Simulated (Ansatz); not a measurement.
A geometry of ZnInGaO₄ away from equilibrium: the start of the relaxation of a relaxed ZnInGaO4 cell squeezed uniformly to 70 % of its volume. Method: r2SCAN (plane waves to 500 eV, PAW, scalar-relativistic; Ansatz, a first-principles code). Γ-centred k-mesh 9×9×9 on the run's cell (coarser than for final values), Fermi–Dirac smearing 0.05 eV.

```xyz
7
Lattice="1.4700 0.8487 7.6246 -1.4700 0.8487 7.6246 0.0000 -1.6974 7.6246" Properties=species:S:1:pos:R:3 pbc="T T T"
In     0.0000     0.0000    22.8036
Ga     0.0000     0.0000     4.8698
Zn     0.0000     0.0000    17.8707
O      0.0000     0.0000     3.1227
O      0.0000     0.0000    20.1053
O      0.0000     0.0000     6.6019
O      0.0000     0.0000    16.1217
```

Problem. Predict the force on each atom, in eV/Å.

Solution. 
```
atom    Fx    Fy     Fz
----  ----  ----  -----
In1   0.00  0.00   0.32
Ga2   0.00  0.00   0.11
Zn3   0.00  0.00  -0.41
O4    0.00  0.00  -1.70
O5    0.00  0.00   0.47
O6    0.00  0.00  -0.83
O7    0.00  0.00   2.04
```

Problem. What is the pressure?

Solution. +143 GPa, compression positive.

Problem. How much energy per atom can still be gained by relaxing?

Solution. 1.13 eV/atom; the path ends in R3m (No. 160).

No spin polarisation in the result.

The run could not lose the symmetry of its start.
